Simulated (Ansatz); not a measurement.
Relaxed W (bcc, W type):

```
CELL_PARAMETERS angstrom
     -3.16928     3.16928     3.16928
      0.00000     0.00000     3.16928
      0.00000     3.16928     0.00000
ATOMIC_POSITIONS crystal
  W  0.00000 0.00000 0.00000
  W  0.50000 0.00000 0.00000
```

The atoms are displaced by Q × the pattern below (from a DFPT mode at H = (0.5, 0.5, 0.5), largest move 1; Q in Å), at fixed cell. It is one choice among 3 degenerate patterns. (q is in reciprocal vectors of the primitive cell; the cell shown is doubled to hold the pattern.)

| atom | x | y | z |
|---|---|---|---|
| W1 | 0.000 | 0.000 | -1.000 |
| W2 | 0.000 | 0.000 | 1.000 |

The numbers are results of r2SCAN (plane waves to 500 eV, PAW, scalar-relativistic; Ansatz, an electronic-structure program), not measurements. k mesh 21×21×21 (Γ-centred), Fermi-Dirac smearing 0.05 eV. The energy includes the smearing's −TS. With partly filled bands, energies and forces of such displacements shift with the k mesh and the smearing. On this mesh the relaxed cell isn't quite at rest: it carries a pressure of -0.1 GPa (compression positive) at the zero of the scan. Spin-orbit coupling is left out, though W is heavy. W is run without spin polarisation. W was relaxed with its symmetry unable to fall. ΔE is measured from the undisplaced structure. The last digit holds for this mesh only.

```
Q (Å)    ΔE (meV/cell)
-------  -------------
-0.1000          220.0
-0.0833       withheld
-0.0667           97.9
-0.0500           55.3
-0.0333           24.7
-0.0167            6.2
0.0000             0.0
0.0167             6.2
0.0333            24.7
0.0500            55.3
0.0667            97.9
0.0833        withheld
0.1000           220.0
```

Fit an even polynomial form (powers 2, 4) to the given rows and predict ΔE at Q = -0.0833.

Least squares on the 11 given rows: ΔE = (22090)·Q² + (-9248)·Q⁴, in meV/cell with Q in Å; root-mean-square residual 0.14 meV/cell. At -0.0833 the fit gives 152.8 meV/cell; the calculation gives 152.9 meV/cell, so the interpolation is off by -0.1 (-0.1 %). The quadratic term alone would give 153.3 meV/cell.

(For displaced atoms, the force is minus the slope of the energy, and its curvature is a force constant, which sets phonon frequencies.)
